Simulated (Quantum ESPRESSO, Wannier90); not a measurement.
BaGaGeH (P3m1), plane waves to Wannier functions

Structure: Materials Project mp-1018095, symmetrised, not relaxed again. COD (Crystallography Open Database) has an entry of this formula and space group (matched by these alone). Level: PBEsol, no spin polarisation, no spin-orbit coupling; pw.x of Quantum ESPRESSO at 64 Ry with PseudoDojo potentials, 6×6×4 k-points, Wannier90. Density: 12×12×6 mesh, cold smearing 0.01 Ry. Spin-orbit coupling is left out although heavy elements are present. The gap is small at this level and was sampled on the meshes and a path alone.

On the energy scale of pw.x, whose zero is arbitrary, the valence-band maximum lies at 8.67 eV.

Input w.win:

```
num_bands = 5
num_wann = 5
exclude_bands = 1-14,20-39
num_iter = 800
conv_tol = 1.0e-6
conv_window = 4
write_hr = true
write_u_matrices = true
begin projections
f=0.2708,0.3870,0.4466:s
f=-0.2684,0.2687,0.1124:s
f=0.0407,0.3570,0.4469:s
f=0.3612,-0.1793,-0.3519:s
f=-0.4726,-0.1377,-0.2893:s
end projections
begin unit_cell_cart
ang
    4.3780400611    0.0000000000    0.0000000000
   -2.1890200306    3.7914939117    0.0000000000
    0.0000000000    0.0000000000    5.2695600000
end unit_cell_cart
begin atoms_frac
Ba   0.3333333333 -0.3333333333  0.0000200000
Ga   0.0000000000  0.0000000000 -0.4494700000
Ge  -0.3333333333  0.3333333333  0.4463600000
H    0.0000000000  0.0000000000 -0.1170200000
end atoms_frac
mp_grid = 6 6 4
begin kpoints
0.0000000000 0.0000000000 0.0000000000
0.0000000000 0.0000000000 0.2500000000
0.0000000000 0.0000000000 0.5000000000
... (141 more lines: the 6x6x4 mesh through Gamma)
end kpoints
```

Input of pw2wannier90.x that gives the overlap and projection files (equivalent; here they were cut from one run over all bands):

```
&inputpp
  outdir = './out'
  prefix = 'pwscf'
  seedname = 'w'
  write_amn = .true.
  write_mmn = .true.
/
```

Output w.wout (banner and timings cut):

```
                                    ------
                                    SYSTEM
                                    ------

                              Lattice Vectors (Ang)
                    a_1     4.378040   0.000000   0.000000
                    a_2    -2.189020   3.791494   0.000000
                    a_3     0.000000   0.000000   5.269560

                   Unit Cell Volume:      87.47107  (Ang^3)

                        Reciprocal-Space Vectors (Ang^-1)
                    b_1     1.435159   0.828590  -0.000000
                    b_2     0.000000   1.657179   0.000000
                    b_3     0.000000  -0.000000   1.192355

 *----------------------------------------------------------------------------*
 |   Site       Fractional Coordinate          Cartesian Coordinate (Ang)     |
 +----------------------------------------------------------------------------+
 | ba   1   0.33333  -0.33333   0.00002   |    2.18902  -1.26383   0.00011    |
 | ga   1   0.00000   0.00000  -0.44947   |    0.00000   0.00000  -2.36851    |
 | ge   1  -0.33333   0.33333   0.44636   |   -2.18902   1.26383   2.35212    |
 | h    1   0.00000   0.00000  -0.11702   |    0.00000   0.00000  -0.61664    |
 *----------------------------------------------------------------------------*
                                ------------
                                K-POINT GRID
                                ------------

             Grid size =  6 x  6 x  4      Total points =  144

 *---------------------------------- MAIN ------------------------------------*
 |  Number of Wannier Functions               :                 5             |
 |  Number of Objective Wannier Functions     :                 5             |
 |  Number of input Bloch states              :                 5             |
 |  Output verbosity (1=low, 5=high)          :                 1             |
 |  Timing Level (1=low, 5=high)              :                 1             |
 |  Optimisation (0=memory, 3=speed)          :                 3             |
 |  Length Unit                               :               Ang             |
 |  Post-processing setup (write *.nnkp)      :                 F             |
 |  Using Gamma-only branch of algorithms     :                 F             |
 *----------------------------------------------------------------------------*
 *------------------------------- WANNIERISE ---------------------------------*
 |  Total number of iterations                :               800             |
 |  Number of CG steps before reset           :                 5             |
 |  Trial step length for line search         :             2.000             |
 |  Convergence tolerence                     :         0.100E-05             |
 |  Convergence window                        :                 4             |
 |  Iterations between writing output         :                 1             |
 |  Iterations between backing up to disk     :               100             |
 |  Write r^2_nm to file                      :                 F             |
 |  Write xyz WF centres to file              :                 F             |
 |  Write on-site energies <0n|H|0n> to file  :                 F             |
 |  Use guiding centre to control phases      :                 F             |
 |  Use phases for initial projections        :                 F             |
 *----------------------------------------------------------------------------*
 *-------------------------------- PLOTTING ----------------------------------*
 |  Plotting Hamiltonian in WF basis          :                 T             |
 *----------------------------------------------------------------------------*

 *---------------------------------- K-MESH ----------------------------------*
 +----------------------------------------------------------------------------+
 |                    Distance to Nearest-Neighbour Shells                    |
 |                    ------------------------------------                    |
 |          Shell             Distance (Ang^-1)          Multiplicity         |
 |          -----             -----------------          ------------         |
 |             1                   0.276197                      6            |
 |             2                   0.298089                      2            |
 |             3                   0.406376                     12            |
 |             4                   0.478386                      6            |
 |             5                   0.552393                      6            |
 |             6                   0.563658                     12            |
 |             7                   0.596177                      2            |
 |             8                   0.627690                     12            |
       ... (lines left out)
 +----------------------------------------------------------------------------+
 | The b-vectors are chosen automatically                                     |
 | The following shells are used:                       1,  2                 |
 +----------------------------------------------------------------------------+
 |                        Shell   # Nearest-Neighbours                        |
 |                        -----   --------------------                        |
 |                          1               6                                 |
 |                          2               2                                 |
 +----------------------------------------------------------------------------+
 | Completeness relation is fully satisfied [Eq. (B1), PRB 56, 12847 (1997)]  |
 +----------------------------------------------------------------------------+
 |                  b_k Vectors (Ang^-1) and Weights (Ang^2)                  |
 |                  ----------------------------------------                  |
 |            No.         b_k(x)      b_k(y)      b_k(z)        w_b           |
 |            ---        --------------------------------     --------        |
 |             1         0.000000    0.276197    0.000000     4.369606        |
 |             2         0.239193    0.138098    0.000000     4.369606        |
 |             3         0.000000   -0.276197    0.000000     4.369606        |
 |             4         0.239193   -0.138098    0.000000     4.369606        |
 |             5        -0.239193   -0.138098    0.000000     4.369606        |
 |             6        -0.239193    0.138098    0.000000     4.369606        |
 |             7         0.000000    0.000000    0.298089     5.627026        |
 |             8         0.000000    0.000000   -0.298089     5.627026        |
 +----------------------------------------------------------------------------+
 |                           b_k Directions (Ang^-1)                          |
 |                           -----------------------                          |
 |            No.           x           y           z                         |
 |            ---        --------------------------------                     |
 |             1         0.000000    0.276197    0.000000                     |
 |             2         0.239193    0.138098    0.000000                     |
 |             3         0.239193   -0.138098    0.000000                     |
 |             4         0.000000    0.000000    0.298089                     |
 +----------------------------------------------------------------------------+

 Starting a new Wannier90 calculation ...

 Reading overlaps from w.mmn

 Reading projections from w.amn

 *------------------------------- WANNIERISE ---------------------------------*
 +--------------------------------------------------------------------+<-- CONV
 | Iter  Delta Spread     RMS Gradient      Spread (Ang^2)            |<-- CONV
 +--------------------------------------------------------------------+<-- CONV

 ------------------------------------------------------------------------------
 Initial State
  WF centre and spread    1  (  1.335761,  1.338193,  2.659245 )     6.29751623
  WF centre and spread    2  ( -2.083214,  1.268370,  1.887026 )     8.13642464
  WF centre and spread    3  ( -1.149956,  1.377038,  2.707036 )     6.60777162
  WF centre and spread    4  (  1.851481,  0.290759, -2.155985 )    12.26561303
  WF centre and spread    5  ( -0.383770,  0.133413, -1.498119 )     7.34615200
  Sum of centres and spreads ( -0.429698,  4.407774,  3.599203 )    40.65347752

      0     0.407E+02     0.0000000000       40.6534775117  <-- CONV
        O_D=      7.0725940 O_OD=     17.8414703 O_TOT=     40.6534775 <-- SPRD
 ------------------------------------------------------------------------------
      1    -0.140E+01     7.3889035032       39.2498965110  <-- CONV
        O_D=      5.8395527 O_OD=     17.6709306 O_TOT=     39.2498965 <-- SPRD
      2    -0.228E+01     3.5166862998       36.9653290505  <-- CONV
        O_D=      4.1790259 O_OD=     17.0468900 O_TOT=     36.9653291 <-- SPRD
      3    -0.365E+01     2.3931790704       33.3144261868  <-- CONV
        O_D=      2.6180312 O_OD=     14.9569818 O_TOT=     33.3144262 <-- SPRD
      4    -0.189E+01     1.9674872852       31.4288141910  <-- CONV
        O_D=      2.2384460 O_OD=     13.4509550 O_TOT=     31.4288142 <-- SPRD
      5    -0.324E+00     1.8757524360       31.1043657598  <-- CONV
        O_D=      2.7230444 O_OD=     12.6419082 O_TOT=     31.1043658 <-- SPRD
       ... (lines left out)
    100    -0.606E-03     0.0215057910       17.6157638642  <-- CONV
        O_D=      0.1232054 O_OD=      1.7531453 O_TOT=     17.6157639 <-- SPRD
       ... (lines left out)
    123    -0.406E-06     0.0006756608       17.6142508488  <-- CONV
        O_D=      0.1244882 O_OD=      1.7503495 O_TOT=     17.6142508 <-- SPRD
    124    -0.396E-06     0.0005727645       17.6142504529  <-- CONV
        O_D=      0.1244996 O_OD=      1.7503376 O_TOT=     17.6142505 <-- SPRD
    125    -0.360E-06     0.0005969167       17.6142500927  <-- CONV
        O_D=      0.1245127 O_OD=      1.7503242 O_TOT=     17.6142501 <-- SPRD
             <<<     Delta < 1.000E-06  over  4 iterations     >>>
             <<< Wannierisation convergence criteria satisfied >>>
 Final State
  WF centre and spread    1  (  2.189012,  2.361106,  2.704097 )     3.45740938
  WF centre and spread    2  ( -2.188930,  1.263654,  1.698002 )     4.62588575
  WF centre and spread    3  ( -1.238909,  0.715297,  2.704480 )     3.45833125
  WF centre and spread    4  (  1.238828,  0.715269, -2.565252 )     3.45788233
  WF centre and spread    5  (  0.000000, -0.000000, -0.807807 )     2.61474138
  Sum of centres and spreads (  0.000001,  5.055326,  3.733520 )    17.61425010

         Spreads (Ang^2)       Omega I      =    15.739413186
        ================       Omega D      =     0.124512732
                               Omega OD     =     1.750324175
    Final Spread (Ang^2)       Omega Total  =    17.614250093
```
